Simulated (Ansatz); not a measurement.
CdSiN2:
```cif
data_CdN2Si
_chemical_formula_sum 'Cd1 Si1 N2'
_space_group_name_H-M_alt 'P 1'
_space_group_IT_number 1
_cell_length_a 5.71518
_cell_length_b 5.71518
_cell_length_c 5.71518
_cell_angle_alpha 29.332
_cell_angle_beta 29.332
_cell_angle_gamma 29.332
loop_
_space_group_symop_operation_xyz
  'x, y, z'
loop_
_atom_site_label
_atom_site_type_symbol
_atom_site_fract_x
_atom_site_fract_y
_atom_site_fract_z
_atom_site_occupancy
Cd1 Cd 0.00000 0.00000 0.00000 1
Si1 Si 0.50000 0.50000 0.50000 1
N1 N 0.77374 0.77374 0.77374 1
N2 N 0.22626 0.22626 0.22626 1
```

Relaxed with PBEsol.

Q: Which orbitals make up the states near the band edges in plane-wave PAW PBEsol (Ansatz code)?

A: Top 1 eV of the valence band: N 2p 88 %. Bottom 1 eV of the conduction band: Cd 5s 38 %, N 2p 26 %, N 2s 17 %, Si 3p 7 %, outside the projected shells 8 %. Projections are on Löwdin-orthogonalised atomic valence shells; empty p or d shells of many metals are not among them.

Q: Tabulate the density of states.

A: States/eV per cell of 4 atoms, in 0.25 eV bins, energy from the valence-band maximum.

| E (eV) | total | N 2p | Cd 4d | Cd 5s |
|---|---|---|---|---|
| -7.87 | 5.27 | 0.26 | 4.85 | 0.04 |
| -7.62 | 1.52 | 0.15 | 1.26 | 0.03 |
| -7.37 | 1.56 | 0.38 | 0.86 | 0.04 |
| -7.12 | 2.00 | 0.66 | 0.81 | 0.07 |
| -6.87 | 1.72 | 0.64 | 0.58 | 0.12 |
| -6.62 | 1.27 | 0.56 | 0.29 | 0.13 |
| -6.37 | 1.36 | 0.65 | 0.24 | 0.14 |
| -6.12 | 1.66 | 0.82 | 0.29 | 0.11 |
| -5.87 | 1.66 | 0.86 | 0.25 | 0.09 |
| -5.62 | 1.29 | 0.69 | 0.17 | 0.07 |
| -5.37 | 1.00 | 0.54 | 0.13 | 0.05 |
| -5.12 | 1.39 | 0.77 | 0.18 | 0.06 |
| -4.87 | 1.36 | 0.79 | 0.14 | 0.06 |
| -4.62 | 1.35 | 0.82 | 0.12 | 0.06 |
| -4.37 | 1.20 | 0.75 | 0.09 | 0.05 |
| -4.12 | 1.22 | 0.78 | 0.09 | 0.04 |
| -3.87 | 1.40 | 0.93 | 0.09 | 0.04 |
| -3.62 | 1.59 | 1.07 | 0.09 | 0.06 |
| -3.37 | 1.95 | 1.33 | 0.10 | 0.11 |
| -3.12 | 1.91 | 1.36 | 0.08 | 0.08 |
| -2.87 | 1.76 | 1.28 | 0.07 | 0.06 |
| -2.62 | 1.30 | 0.96 | 0.04 | 0.06 |
| -2.37 | 1.64 | 1.22 | 0.06 | 0.09 |
| -2.12 | 2.12 | 1.64 | 0.07 | 0.10 |
| -1.87 | 1.91 | 1.52 | 0.06 | 0.07 |
| -1.62 | 1.67 | 1.36 | 0.06 | 0.05 |
| -1.37 | 1.94 | 1.63 | 0.07 | 0.05 |
| -1.12 | 2.20 | 1.89 | 0.08 | 0.04 |
| -0.87 | 2.41 | 2.12 | 0.08 | 0.03 |
| -0.62 | 2.68 | 2.37 | 0.10 | 0.02 |
| -0.37 | 1.07 | 0.94 | 0.06 | 0.01 |
| -0.12 | 0.33 | 0.29 | 0.02 | 0.00 |
| 0.13 | 0.00 | 0.00 | 0.00 | 0.00 |
| 0.38 | 0.00 | 0.00 | 0.00 | 0.00 |
| 0.63 | 0.00 | 0.00 | 0.00 | 0.00 |
| 0.88 | 0.00 | 0.00 | 0.00 | 0.00 |
| 1.13 | 0.00 | 0.00 | 0.00 | 0.00 |
| 1.38 | 0.01 | 0.00 | 0.00 | 0.00 |
| 1.63 | 0.04 | 0.01 | 0.00 | 0.01 |
| 1.88 | 0.15 | 0.04 | 0.00 | 0.05 |
| 2.13 | 0.60 | 0.16 | 0.01 | 0.23 |
| 2.38 | 1.08 | 0.32 | 0.01 | 0.44 |
| 2.63 | 1.41 | 0.45 | 0.01 | 0.60 |
| 2.88 | 1.51 | 0.51 | 0.01 | 0.64 |
| 3.13 | 1.11 | 0.34 | 0.01 | 0.45 |
| 3.38 | 0.85 | 0.22 | 0.01 | 0.32 |
| 3.63 | 0.72 | 0.15 | 0.00 | 0.22 |
| 3.88 | 0.61 | 0.10 | 0.00 | 0.14 |
| 4.13 | 0.59 | 0.08 | 0.00 | 0.11 |
| 4.38 | 0.56 | 0.07 | 0.00 | 0.09 |
| 4.63 | 0.48 | 0.06 | 0.00 | 0.08 |
| 4.88 | 0.59 | 0.08 | 0.00 | 0.09 |
| 5.13 | 0.74 | 0.11 | 0.00 | 0.13 |
| 5.38 | 0.81 | 0.13 | 0.00 | 0.11 |
| 5.63 | 0.89 | 0.14 | 0.00 | 0.08 |
| 5.88 | 0.97 | 0.16 | 0.00 | 0.07 |
| 6.13 | 1.24 | 0.22 | 0.00 | 0.07 |

Space group R-3m. The start of the workflow was typed in or built on a structure type; neither database checked (COD, Materials Project) lists it. Its standing as an ambient phase is unchecked. Symmetry was held in the PBEsol relaxation; whether a distortion lowers the energy is not shown. Spin–orbit coupling is left out wherever it is not named.

Potentials: the earlier of the program's two PAW sets. The files were generated under PBE; for other functionals the program regenerates the frozen cores, and for LDA and PBEsol the local potential too.
